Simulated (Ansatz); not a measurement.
MoS2 (2H-MoS2 type, space group P6_3/mmc)

```cif
data_Mo2S4
_chemical_formula_sum 'Mo2 S4'
_space_group_name_H-M_alt 'P63/mmc'
_space_group_IT_number 194
_space_group_name_Hall '-P 6c 2c'
_cell_length_a 3.14944
_cell_length_b 3.14944
_cell_length_c 12.09150
_cell_angle_alpha 90.000
_cell_angle_beta 90.000
_cell_angle_gamma 120.000
loop_
_atom_site_label
_atom_site_type_symbol
_atom_site_symmetry_multiplicity
_atom_site_Wyckoff_symbol
_atom_site_fract_x
_atom_site_fract_y
_atom_site_fract_z
_atom_site_occupancy
Mo1 Mo 2 c 0.33333 0.66667 0.25000 1
S1 S 4 f 0.66667 0.33333 0.12050 1
```

Equation-of-state scan: isotropic scaling of the cell above, V₀ being its volume. The atoms relax within the cell's symmetry.

All values below come from PBE-D3(BJ) (plane waves to 420 eV, PAW, scalar-relativistic; Ansatz, a quantum-chemistry and plane-wave program). k mesh 12×12×3 (Γ-centred), Fermi-Dirac smearing 0.05 eV. The energy includes the smearing's −TS. With the shape held, the modulus is that of even scaling; a crystal free to change shape is softer. MoS2 is run without spin polarisation. MoS2 was relaxed with its symmetry unable to fall. The PAW data are Ansatz's earlier set. The zero of ΔE is the relaxed starting cell.

```csv
V (Å³/atom),ΔE (meV/atom)
16.273,16.2
16.446,11.0
16.619,6.9
16.792,3.8
16.965,1.7
17.138,0.4
17.311,0.0
17.484,0.4
17.657,1.6
17.831,3.5
18.004,6.1
18.177,9.4
18.350,13.3
```

What is the fitted pressure derivative B₀′?

4.2.

What bulk modulus at fixed cell shape B₀ follows from a third-order Birch-Murnaghan fit?

75.2 GPa.

(Under strain, the slope of the energy per volume gives the stress and its curvature an elastic modulus.)
